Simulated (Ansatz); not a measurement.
This cell of CdSe (zinc blende) is off equilibrium:

```
CELL_PARAMETERS angstrom
      0.00000     6.19627     6.19627
      3.09814     3.09814     6.19627
      3.09814     3.09814     0.00000
ATOMIC_POSITIONS crystal
  Se 0.98654 0.76346 0.76346
  Se 0.51346 0.73654 0.73654
  Cd 0.01937 0.98063 0.01937
  Cd 0.48063 0.01937 0.98063
```

Computed with PBE (plane waves to 420 eV, PAW, scalar-relativistic; Ansatz, a quantum-chemistry and plane-wave program). k mesh 9×9×9 (Γ-centred), Fermi-Dirac smearing 0.05 eV. Stress and pressure are positive under compression. CdSe was relaxed with its symmetry unable to fall.

Problem. Predict the force on every atom, in eV/Å.

Solution. 
```json
[
 {"atom": "Se1", "Fx": "-0.048", "Fy": "0.000", "Fz": "0.000"},
 {"atom": "Se2", "Fx": "0.048", "Fy": "0.000", "Fz": "0.000"},
 {"atom": "Cd3", "Fx": "0.000", "Fy": "-0.089", "Fz": "0.000"},
 {"atom": "Cd4", "Fx": "0.000", "Fy": "0.089", "Fz": "0.000"}
]
```

(For displaced atoms, the force is minus the slope of the energy, and its curvature is a force constant, which sets phonon frequencies.)
